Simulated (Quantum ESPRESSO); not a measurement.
# Moving one atom in Al2ZnGeP4

The results below are calculated, not measured. They come from pw.x of Quantum ESPRESSO 7.5, a plane-wave density functional program, with PseudoDojo standard norm-conserving files (v0.5 for PBE, v0.4.1 for LDA and PBEsol). The cells are made up: elements, strain and atom displacements were drawn at random, and nothing was relaxed. There is no spin polarisation, spin-orbit coupling or dispersion term.

The cell has 8 sites of a zincblende or diamond lattice. Sites 1 to 4 hold Al Zn Ge Al; sites 5 to 8 hold P P P P. Cell vectors in Å: (5.440, -0.071, -0.072); (-0.071, 5.592, 0.008); (-0.072, 0.008, 5.591). Settings: PBE, cutoff 1143 eV, 6 x 6 x 6 k mesh shifted by half a step, Fermi-Dirac smearing of 0.1 eV.

Each run shifts the Ge atom on site 3 along y and leaves all else fixed. Site 7 is one of its nearest neighbours. E is the free energy of the cell above the lowest run shown.

| run | shift (Å) | Fy on site 3 (eV/Å) | Fy on site 7 (eV/Å) | P (GPa) | E (meV) |
| --- | --- | --- | --- | --- | --- |
| 1 | -0.1476 | 2.220 | -0.143 | -0.70 | 216.9 |
| 3 | -0.0362 | 0.958 | 0.183 | -1.03 | 39.3 |
| 4 | 0.0120 | 0.396 | 0.343 | -1.10 | 6.6 |
| 5 | 0.0496 | -0.046 | 0.474 | -1.12 | 0.0 |
| 6 | 0.0683 | -0.265 | 0.541 | -1.12 | 2.9 |
| 7 | 0.0899 | -0.519 | 0.621 | -1.11 | 11.4 |
| 2 | -0.0511 | ? | ? | ? | ? |

A rerun of one of these cells at 1437 eV and k mesh 8 x 8 x 8 moved values by no more than 0.002 eV in the cell's energy, 0.02 GPa in stress and 0.002 eV/Å in force.

## Worked fit

A parabola through the six runs shown gives Fy on site 3 = 0.537 - 11.63 u - 1.5 u² eV/Å, with u in Å and a scatter of 0.003 eV/Å. Minus the slope, 11.63 ± 0.07 eV/Å², is this atom's force constant along y at u = 0, with its periodic images moving too. The fitted force vanishes at u = 0.046 Å, where the energy should be lowest along this line. The error is the larger of the fit's own and the change that a cubic makes, rounded up.

## Withheld run

Question: what Fy on site 3 should run 2 give?

The fit gives 1.127 eV/Å. The calculation gave 1.130 eV/Å.

```
run  shift (Å)  Fy on site 3 (eV/Å)  Fy on site 7 (eV/Å)  P (GPa)  E (meV)
  2    -0.0511                1.130                0.136    -1.00     54.8
```